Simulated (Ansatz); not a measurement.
**From three elastic constants to directional properties of Si3N4**

Theory: Ansatz 0.2.0, DFT PBE, scalar-relativistic, plane waves, PAW. Plane waves to 420 eV; Γ-centred k mesh 6×6×6; fixed occupations. No spin polarisation.

Equilibrium structure at this level:
```cif
data_structure
_symmetry_space_group_name_H-M 'P 1'
_symmetry_Int_Tables_number 1
_cell_length_a 5.5078
_cell_length_b 5.5078
_cell_length_c 5.5078
_cell_angle_alpha 60.000
_cell_angle_beta 60.000
_cell_angle_gamma 60.000
_cell_volume 118.15
loop_
_atom_site_label
_atom_site_type_symbol
_atom_site_fract_x
_atom_site_fract_y
_atom_site_fract_z
_atom_site_occupancy
Si1 Si 0.12500 0.12500 0.62500 1
Si2 Si 0.12500 0.62500 0.12500 1
Si3 Si 0.62500 0.12500 0.12500 1
Si4 Si 0.12500 0.12500 0.12500 1
Si5 Si 0.75000 0.75000 0.75000 1
Si6 Si 0.50000 0.50000 0.50000 1
N1 N 0.36754 0.36754 0.36754 1
N2 N 0.35263 0.88246 0.88246 1
N3 N 0.88246 0.88246 0.35263 1
N4 N 0.88246 0.35263 0.88246 1
N5 N 0.36754 0.36754 0.89737 1
N6 N 0.36754 0.89737 0.36754 1
N7 N 0.88246 0.88246 0.88246 1
N8 N 0.89737 0.36754 0.36754 1
```

With ions relaxed, on the cubic axes: C11 = 513.3, C12 = 183.4, C44 = 325.6 GPa. The density is 3.943 g/cm³. Zone-centre modes weren't checked beside this run.

Question: Is the crystal stable against strain, and how anisotropic is it?

Answer: Born's conditions hold: C11 + 2C12 = 880.2, C11 − C12 = 329.8 and C44 = 325.6 GPa are all positive. B = (C11 + 2C12)/3 = 293.4 GPa. The two shear moduli are C44 and C′ = (C11 − C12)/2 = 164.9 GPa, so Zener's ratio is A = C44/C′ = 1.97: the tetragonal shear C′ is the soft one, as in many fcc and bcc metals and zincblende crystals. The Cauchy pressure C12 − C44 is -142.1 GPa; it would vanish for pair forces between atoms on inversion centres at zero pressure, and a negative value is usual with directional bonding, though many-body forces give one in some ionic oxides too.

Question: Give the sound speeds along the three symmetry directions.

Answer: The Christoffel equation gives ρv² for each branch:
| direction | branch | ρv² | GPa | v (m/s) |
| --- | --- | --- | --- | --- |
| [100] | L | C11 | 513.3 | 11409 |
| [100] | T (×2) | C44 | 325.6 | 9087 |
| [110] | L | (C11 + C12 + 2C44)/2 | 674.0 | 13073 |
| [110] | T, u ∥ [001] | C44 | 325.6 | 9087 |
| [110] | T, u ∥ [1-10] | (C11 − C12)/2 | 164.9 | 6467 |
| [111] | L | (C11 + 2C12 + 4C44)/3 | 727.5 | 13583 |
| [111] | T (×2) | (C11 − C12 + C44)/3 | 218.5 | 7443 |

Question: How does Young's modulus depend on direction?

Answer: Inverting gives S11 = 2.400, S12 = -0.632, S44 = 3.071 TPa⁻¹. Along a unit vector (l, m, n), 1/E = S11 − 2(S11 − S12 − S44/2)(l²m² + m²n² + n²l²), where the last bracket is 0, 1/4 and 1/3 for [100], [110] and [111]: E = 417, 605 and 713 GPa. With A > 1 the body diagonal is stiffest. For a film on (001), the biaxial modulus is C11 + C12 − 2C12²/C11 = 566 GPa and the normal strain is −2C12/C11 = -0.71 times the in-plane one.

This form isn't the usual stable structure of the compound.

Cost: 1 run of about 3.7 core-minutes, on Oxide Virtual Turin-like Processor (Zen 5) (shared hosts).